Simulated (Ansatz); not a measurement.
A: TiH$_{2}$ (space group I4/mmm), a = 3.174 Å, b = 3.174 Å, c = 4.147 Å, α = 90.00°, β = 90.00°, γ = 90.00°
B: La(BC)₂ (space group P4/mbm), a = b = 5.379 Å, c = 3.915 Å, α = β = γ = 90.00°
C: Sn (beta-Sn type, space group I4_1/amd), a = b = 5.833 Å, c = 3.158 Å, α = β = γ = 90.00°

Scan: energy against volume (even scaling of the relaxed cell, symmetry kept). All come from one method, each on a k mesh of its own. All were relaxed with their symmetry unable to fall. La(BC)2 is run without spin polarisation. This is one of several known forms of TiH2; the measured ambient cells at hand have space group No. 225. TiH2 is run without spin polarisation.

Q: Order them by bulk modulus at fixed cell shape (fitted) (lowest first) at the level PBEsol (plane waves to 420 eV, PAW, scalar-relativistic; Ansatz, a first-principles code).

A: C (56.0 GPa), A (152 GPa), B (187 GPa)

(Under strain, the slope of the energy per volume gives the stress and its curvature an elastic modulus.)
